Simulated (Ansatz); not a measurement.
input.yaml

```yaml
crystal:
  lattice:
    - [3.8481428242, 0.0, 0.0]
    - [0.0, 3.8481428242, 0.0]
    - [0.0, 0.0, 3.8481428242]
  atoms:
    - { symbol: Na, position: [0.0, 0.0, 0.0] }
    - { symbol: Mg, position: [0.5, 0.5, 0.5] }
    - { symbol: F, position: [0.5, 0.5, 0.0] }
    - { symbol: F, position: [0.0, 0.5, 0.5] }
    - { symbol: F, position: [0.5, 0.0, 0.5] }
basis:
  ecutwfc: 500
kpoints:
  mp_grid: { grid: [6, 6, 6] }
hamiltonian:
  xc: r2scan
scf:
  occupations: { method: gaussian, width: 0.02 }
output:
  forces: true
  stress: true
  eigenvalues: true
```

Launched with
```bash
ansatz run input.yaml --threads 1 --pin off --max-ram 2560MiB --backend cpu --events-out ev --progress --plain --runs-dir out
```

These are results of DFT r2SCAN, scalar-relativistic, plane waves, PAW in Ansatz, not measurements.

From the run's log, abridged (final results; tables in files aren't shown):

```
SCF 1 converged in 6 iterations: F = -5852.886281 eV  dr2 = 1.66e-8
SCF converged after 6 iterations
Free energy (F): -5852.886281 eV
Harris-Foulkes:  -5852.886281 eV  (|F-HF|=8.88e-9)
Internal energy: -5852.886281 eV  (E = F + TS)
E sigma→0 (E₀):  -5852.886281 eV
Fermi energy:    5.193108 eV
--- Per-component energies (eV) ---
  E_band       = -685.588023
  E_kinetic    = 828.499715
  E_local      = -4401.784357  (includes V_loc(G=0)·N_el)
  E_nonlocal   = 429.611349
  E_hartree    = 1588.636365
  E_xc         = -305.426839
  E_vxc        = -449.278424  (∫ρ·V_xc dr)
  E_paw        = -1173.211284  (= ΣΔE_a)
  E_vpaw       = -303.891955  (= ΣTr[D̂ρ^β])
  E_aug_tail   = 0.003116  (compensation charges beyond the density's cutoff)
  E_vtau       = 33.982264  (kinetic-family band-sum trace: ∫τ·v_τ [+ j·A + Jᵃ·Aᵃ] dr)
  E_ewald      = -2819.067697
  E_core_change = -0.146650  (= ΣΔE_core)
  E_smearing   =  0.000000  (= −TS)
--- Forces (eV/Å), atoms counted from 1 ---
  atom   1  Na     0.00000000     0.00000000     0.00000000
  atom   2  Mg     0.00000000     0.00000000     0.00000000
  atom   3  F      0.00000000     0.00000000     0.00000000
  atom   4  F      0.00000000     0.00000000     0.00000000
  atom   5  F      0.00000000     0.00000000     0.00000000
--- Stress (GPa, compression-positive) ---
        2.569569       0.000000       0.000000
        0.000000       2.569569       0.000000
        0.000000       0.000000       2.569569
  P = ⅓ Tr σ = 2.5696 GPa (25.696 kbar)
--- Band table (eV; the first three rows and the last of 20) ---
  k-point 0: bands = ["-71.0455", "-48.5917", "-36.1762", "-36.1762", "-36.1762", "-20.0596", "-19.1877", "-19.1877", "-18.9948", "-18.9948", "-18.9948", "-1.2389", "-1.2389", "-1.2389", "0.8539", "0.8539", "0.8539", "1.1228", "1.1228", "1.1228", "8.8026", "16.2994", "16.2994", "17.2199"]
  k-point 1: bands = ["-71.0455", "-48.5916", "-36.1798", "-36.1761", "-36.1761", "-20.0153", "-19.2471", "-19.1853", "-18.9944", "-18.9944", "-18.9587", "-1.1880", "-1.1629", "-1.1629", "0.7856", "0.7856", "0.7975", "0.8313", "1.0777", "1.0777", "9.2817", "15.4833", "16.6580", "17.4115"]
  k-point 2: bands = ["-71.0455", "-48.5914", "-36.1871", "-36.1759", "-36.1759", "-19.9173", "-19.3432", "-19.1804", "-18.9934", "-18.9934", "-18.9186", "-0.9999", "-0.9806", "-0.9806", "0.1994", "0.5732", "0.5732", "0.6872", "1.0340", "1.0340", "10.4992", "13.8796", "17.4740", "18.1739"]
  k-point 19: bands = ["-71.0453", "-48.5907", "-36.1900", "-36.1900", "-36.1900", "-19.3630", "-19.3630", "-19.3630", "-19.0059", "-19.0059", "-19.0059", "-2.5899", "-0.8904", "-0.8904", "-0.8904", "0.3644", "0.3644", "1.5835", "1.5835", "1.5835", "13.3788", "16.1370", "16.1370", "16.1370"]
```

Self-consistency was reached.

The run took 4.5 s on 1 thread of Arm Neoverse V1, on a shared host, peak memory 0.41 GiB.